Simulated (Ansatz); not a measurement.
Sheets of one type (MA2Z4 (prismatic core, outer Z over the empty site)-type), DFT-PBE in the program Ansatz with PAW potentials; HSE06 gaps on those cells.

```
layer     a (Å)  thickness (Å)
--------  -----  -------------
TaGe2P4   3.621           9.65
VGe2P4    3.570           9.51
NbGe2P4     [?]            [?]
NbAs4Ge2  3.764          10.19
NbP4Si2   3.534           9.43
```

Task: Some entries are withheld; supply them.

Result: 
- NbGe2P4, a (Å): 3.620
- NbGe2P4, thickness (Å): 9.66

Spin orders computed, not proven ground states: VGe2P4, MA2Z4 (prismatic core, outer Z over the empty site)-type layer ferromagnetic. Began spin-polarised and lost the moments: TaGe2P4, MA2Z4 (prismatic core, outer Z over the empty site)-type layer; NbGe2P4, MA2Z4 (prismatic core, outer Z over the empty site)-type layer; NbAs4Ge2, MA2Z4 (prismatic core, outer Z over the empty site)-type layer; NbP4Si2, MA2Z4 (prismatic core, outer Z over the empty site)-type layer. All cells were relaxed under the symmetry of their starts (and spin orders); stability against distortions was not tested throughout. Scalar-relativistic: spin–orbit coupling is off unless named, which matters more the heavier the elements. Constructed layers (a layer type filled with these elements): TaGe2P4, MA2Z4 (prismatic core, outer Z over the empty site)-type layer; VGe2P4, MA2Z4 (prismatic core, outer Z over the empty site)-type layer; NbGe2P4, MA2Z4 (prismatic core, outer Z over the empty site)-type layer; NbAs4Ge2, MA2Z4 (prismatic core, outer Z over the empty site)-type layer; NbP4Si2, MA2Z4 (prismatic core, outer Z over the empty site)-type layer.

Potentials: the later of the program's two PAW sets.
